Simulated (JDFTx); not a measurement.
An input for JDFTx (a modified build) (CH3AlF2 (SMILES [CH3][Al]([F])[F]), charge 0, multiplicity 1, linear PCM (GLSSA13), carbon disulfide, no salt; bohr, hartree) and the course of its log:

```
lattice \
  25.5113026824 0.0000000000 0.0000000000 \
  0.0000000000 24.5664396201 0.0000000000 \
  0.0000000000 0.0000000000 22.2042819644
coords-type Cartesian
ion Al -1.3797783729 -0.0041056337 0.0374403716 0
ion C 2.3479973107 -0.0158247862 0.0382969680 0
ion H 3.0976243746 0.8918347354 -1.6519619825 0
ion H 3.0681146639 -1.9426561208 0.1121506826 0
ion H 3.0957587194 1.0230179244 1.6519619825 0
ion F -3.0976243746 -2.6062977308 0.0368514792 0
ion F -3.0843504931 2.6062977308 0.0369037175 0
ion-species pseudo/al_pbe_v1.upf
ion-species pseudo/c_pbe_v1.2.upf
ion-species pseudo/h_pbe_v1.4.upf
ion-species pseudo/f_pbe_v1.4.upf
core-overlap-check none
elec-cutoff 20 100
elec-ex-corr gga-PBE
symmetries none
elec-n-bands 12
electronic-minimize nIterations 150 energyDiffThreshold 1e-7
fluid LinearPCM
pcm-variant GLSSA13
fluid-solvent CarbonDisulfide
fluid-minimize nIterations 400 knormThreshold 1e-11
wavefunction read s0.wfns 15
dump-name s6.$VAR
dump End State Ecomponents EigStats BandEigs Forces ElecDensity IonicPositions FluidDebug
```

```
[one cycle in 7 is shown, and the last three; fluid-solver lines are left out]
ElecMinimize: Iter:   0  Etot: -58.339743995304161  |grad|_K:  3.892e-05  alpha:  1.000e+00
ElecMinimize: Iter:   7  Etot: -58.340782274340064  |grad|_K:  2.771e-05  alpha:  9.379e-02  linmin:  2.323e-03
ElecMinimize: Iter:  14  Etot: -58.340974884830146  |grad|_K:  1.984e-05  alpha:  5.665e-02  linmin: -1.759e-03
ElecMinimize: Iter:  21  Etot: -58.341051497845385  |grad|_K:  1.362e-05  alpha:  5.183e-02  linmin:  9.790e-05
ElecMinimize: Iter:  28  Etot: -58.341081618298119  |grad|_K:  8.930e-06  alpha:  4.975e-02  linmin: -3.857e-04
ElecMinimize: Iter:  35  Etot: -58.341094707339877  |grad|_K:  6.304e-06  alpha:  4.993e-02  linmin: -6.266e-04
ElecMinimize: Iter:  42  Etot: -58.341102099760590  |grad|_K:  5.161e-06  alpha:  4.704e-02  linmin:  1.962e-05
ElecMinimize: Iter:  49  Etot: -58.341107893088534  |grad|_K:  5.954e-06  alpha:  3.354e-02  linmin:  2.246e-03
ElecMinimize: Iter:  56  Etot: -58.341112503500511  |grad|_K:  7.590e-06  alpha:  1.815e-02  linmin: -1.239e-04
ElecMinimize: Iter:  63  Etot: -58.341117206042313  |grad|_K:  9.456e-06  alpha:  9.345e-03  linmin:  6.260e-04
ElecMinimize: Iter:  70  Etot: -58.341120955661097  |grad|_K:  1.027e-05  alpha:  6.239e-03  linmin:  2.926e-04
ElecMinimize: Iter:  77  Etot: -58.341124105585152  |grad|_K:  1.036e-05  alpha:  6.100e-03  linmin: -1.652e-04
ElecMinimize: Iter:  84  Etot: -58.341127108924027  |grad|_K:  9.781e-06  alpha:  5.621e-03  linmin:  7.144e-05
ElecMinimize: Iter:  91  Etot: -58.341129657653354  |grad|_K:  9.885e-06  alpha:  5.247e-03  linmin:  7.808e-05
ElecMinimize: Iter:  98  Etot: -58.341132098005957  |grad|_K:  9.476e-06  alpha:  4.856e-03  linmin:  4.662e-05
ElecMinimize: Iter: 105  Etot: -58.341134110221709  |grad|_K:  8.770e-06  alpha:  5.082e-03  linmin: -1.329e-04
ElecMinimize: Iter: 112  Etot: -58.341136248508448  |grad|_K:  9.195e-06  alpha:  5.349e-03  linmin:  7.139e-05
ElecMinimize: Iter: 119  Etot: -58.341138303563753  |grad|_K:  8.861e-06  alpha:  4.900e-03  linmin:  1.466e-04
ElecMinimize: Iter: 126  Etot: -58.341140313369678  |grad|_K:  1.012e-05  alpha:  4.272e-03  linmin:  5.852e-04
ElecMinimize: Iter: 133  Etot: -58.341141941014882  |grad|_K:  1.002e-05  alpha:  2.764e-03  linmin:  3.709e-04
ElecMinimize: Iter: 140  Etot: -58.341143298771449  |grad|_K:  1.003e-05  alpha:  2.813e-03  linmin: -3.287e-05
ElecMinimize: Iter: 147  Etot: -58.341144779635790  |grad|_K:  1.043e-05  alpha:  2.799e-03  linmin:  4.547e-05
ElecMinimize: Iter: 148  Etot: -58.341144994841528  |grad|_K:  1.040e-05  alpha:  2.776e-03  linmin:  8.958e-06
ElecMinimize: Iter: 149  Etot: -58.341145208491014  |grad|_K:  1.033e-05  alpha:  2.771e-03  linmin: -3.005e-05
ElecMinimize: Iter: 150  Etot: -58.341145420312330  |grad|_K:  1.024e-05  alpha:  2.779e-03  linmin: -4.248e-05
ElecMinimize: None of the convergence criteria satisfied after 150 iterations.
IonicMinimize: Iter:   0  Etot: -58.341145420312330  |grad|_K:  0.000e+00
IonicMinimize: Converged (|grad|_K<1.000000e-04).
```

This run gave no converged result. The loop ran out of cycles short of its threshold. It has stalled and not diverged: the last ten energies span 2e-06 Ha, so the total is near its end, but levels, forces and the chemical potential aren't shown converged.
